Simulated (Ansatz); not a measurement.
BN (zinc blende)

```
CELL_PARAMETERS angstrom
      0.00000     1.81205     1.81205
      1.81205     0.00000     1.81205
      1.81205     1.81205     0.00000
ATOMIC_POSITIONS crystal
  N  0.75000 0.75000 0.75000
  B  0.00000 0.00000 0.00000
```

The atoms are displaced by Q × the pattern below (from a DFPT mode at Γ, largest move 1; Q in Å), at fixed cell. It is one choice among 3 degenerate patterns.

```
atom      x      y       z
----  -----  -----  ------
N1    0.000  0.000  -0.772
B2    0.000  0.000   1.000
```

Level of theory: PBE (plane waves to 420 eV, PAW, scalar-relativistic; Ansatz, a first-principles code). k mesh 16×16×16 (Γ-centred), Fermi-Dirac smearing 0.05 eV. E stands for the smeared free energy. BN was relaxed with its symmetry unable to fall. The PAW data are Ansatz's earlier set. ΔE is measured from the undisplaced structure.

```csv
Q (Å),ΔE (meV/cell)
-0.180,1072
-0.150,771
-0.120,508
-0.090,withheld
-0.060,132
-0.030,33
0.000,0
0.030,33
0.060,132
0.090,withheld
0.120,508
0.150,771
0.180,1072
```

Q: Fit an even polynomial form (powers 2, 4) to the given rows and predict ΔE at Q = -0.090.

A: Least squares on the 11 given rows: ΔE = (37010)·Q² + (-121200)·Q⁴, in meV/cell with Q in Å; root-mean-square residual 0.2 meV/cell. At -0.090 the fit gives 292 meV/cell; the calculation gives 292 meV/cell, the same to the digits shown. The quadratic term alone would give 300 meV/cell.

(A displaced cell: forces are minus the slopes of the energy, force constants its curvatures, and phonons follow from these.)
